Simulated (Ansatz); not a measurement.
CuSn:
```xyz
4
Lattice="4.1385 0.0000 0.0000 -2.0692 3.5840 0.0000 0.0000 0.0000 5.0133" Properties=species:S:1:pos:R:3 pbc="T T T"
Cu     0.0000     0.0000     0.0000
Cu     0.0000     0.0000     2.5067
Sn     0.0000     2.3894     1.2533
Sn     2.0692     1.1947     3.7600
```

Relaxed with r²SCAN.

### Question
Map the electron localisation function on the plane through (0.000, 0.000, 0.000) spanned by u = [0, 0, 1] and v = [1, -1, 0] in lattice vectors, from DFT-r²SCAN in the program Ansatz with PAW potentials.

### Answer
x is the fraction of u, y of v (the angle between them is 90°; rows are the nearest grid lines); atoms in the plane: Cu at (0.00, 0.00), Cu at (0.50, 0.00), Sn at (0.25, 0.33), Sn at (0.75, 0.67).
```
y \ x   0.000  0.0800  0.200  0.280  0.360  0.440  0.560  0.640  0.720  0.800  0.920   1.00
------  -----  ------  -----  -----  -----  -----  -----  -----  -----  -----  -----  -----
1.00    0.932   0.520  0.180  0.216  0.204  0.712  0.712  0.204  0.216  0.180  0.520  0.932
0.917   0.261   0.210  0.217  0.266  0.164  0.229  0.216  0.168  0.313  0.253  0.198  0.261
0.833   0.238   0.206  0.227  0.231  0.215  0.208  0.317  0.409  0.385  0.391  0.350  0.238
0.778   0.372   0.229  0.118  0.113  0.154  0.264  0.362  0.305  0.271  0.281  0.336  0.372
0.694   0.304   0.189  0.033  0.029  0.072  0.244  0.300  0.124  0.002  0.006  0.301  0.304
0.611   0.319   0.193  0.053  0.049  0.090  0.243  0.295  0.202  0.027  0.045  0.303  0.319
0.528   0.333   0.289  0.289  0.289  0.288  0.295  0.355  0.300  0.306  0.303  0.343  0.333
0.472   0.333   0.343  0.303  0.306  0.300  0.355  0.295  0.288  0.289  0.289  0.289  0.333
0.389   0.319   0.303  0.045  0.027  0.202  0.295  0.243  0.090  0.049  0.053  0.193  0.319
0.306   0.304   0.301  0.006  0.002  0.124  0.300  0.244  0.072  0.029  0.033  0.189  0.304
0.222   0.372   0.336  0.281  0.271  0.305  0.362  0.264  0.154  0.113  0.118  0.229  0.372
0.167   0.238   0.350  0.391  0.385  0.409  0.317  0.208  0.215  0.231  0.227  0.206  0.238
0.0833  0.261   0.198  0.253  0.313  0.168  0.216  0.229  0.164  0.266  0.217  0.210  0.261
0.000   0.932   0.520  0.180  0.216  0.204  0.712  0.712  0.204  0.216  0.180  0.520  0.932
```

The density is the valence pseudo-density with augmentation charge, so density and ELF within about 1 Å of a nucleus are not all-electron values.

Space group P6_3/mmc (NiAs type). The workflow started from a Materials Project entry (that database holds measured and hypothetical structures alike); the Crystallography Open Database files this formula in space group No. 194, but the cells were not matched. Whether it is the stable phase at ambient conditions was not checked. Symmetry was held in the r²SCAN relaxation; its stability against distortions is not shown here. The run is not spin-polarised. Scalar-relativistic: spin–orbit coupling is off unless named, which matters more the heavier the elements.

Potentials: the later of the program's two PAW sets.
